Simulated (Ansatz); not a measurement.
GaAs:
```
GaAs
1.0
    0.00000     2.83270     2.83270
    2.83270     0.00000     2.83270
    2.83270     2.83270     0.00000
Ga As
1 1
Cartesian
  0.00000   0.00000   0.00000
  4.24906   4.24906   4.24906
```

Cartesian axes are those of the cell as given.

Give the high-frequency dielectric tensor and the Born effective charge tensors of the independent atoms from DFPT, the program Ansatz at the r²SCAN level (PAW).


ε∞:
```
11.6  0.00  0.00
0.00  11.6  0.00
0.00  0.00  11.6
```
Z* of atom 1 (Ga), rows: field, columns: displacement, in e:
```
2.15  0.00  0.00
0.00  2.15  0.00
0.00  0.00  2.15
```
Z* of atom 2 (As), rows: field, columns: displacement, in e:
```
-2.15   0.00   0.00
 0.00  -2.15   0.00
 0.00   0.00  -2.15
```

Static charges for comparison (Bader): Ga1 +0.77, As2 -0.77 e. Born charges measure polarisation by displacement and can exceed these by far.

Space group F-43m (zinc blende). The r²SCAN relaxation kept the symmetry of its start; phonons on a q-mesh show no instability. Spin–orbit coupling is left out wherever it is not named.

Potentials: the earlier of the program's two PAW sets.
